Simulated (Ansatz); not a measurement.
Ga$_{3}$Mo in space group I4/mmm (No. 139; Ga on 2b, Ga on 4d, Mo on 2a) at seven volumes, plane-wave PAW r²SCAN (Ansatz code), shape and atoms relaxed at each. One row is withheld.

| V (Å³/atom) | P (GPa) |
|---|---|
| 13.613 | 17.32 |
| 14.062 | 10.54 |
| 14.510 | 4.82 |
| 14.959 | 0.00 |
| 15.408 | -4.07 |
| 15.857 | -7.48 |
| 16.305 | ? |

Fit the shown pressures and predict the withheld one.

Third-order Birch–Murnaghan: P = (3/2)B₀(x^(7/2) − x^(5/2))[1 + (3/4)(B′ − 4)(x − 1)] with x = (V₀/V)^(2/3). Least squares on the six rows gives V₀ = 14.959 Å³/atom, B₀ = 147.2 GPa, B′ = 4.68. At V = 16.305, x = 0.9442 and P = -10.37 GPa. The run itself gave -10.34 GPa.

A made-up cell: these elements were put on the sites of a structure type; neither database checked (COD, Materials Project) lists it. Its standing as an ambient phase is unchecked. The cell was relaxed with r²SCAN under the symmetry of its start; whether a distortion lowers the energy is not shown. The run is not spin-polarised.

Potentials: the earlier of the program's two PAW sets.
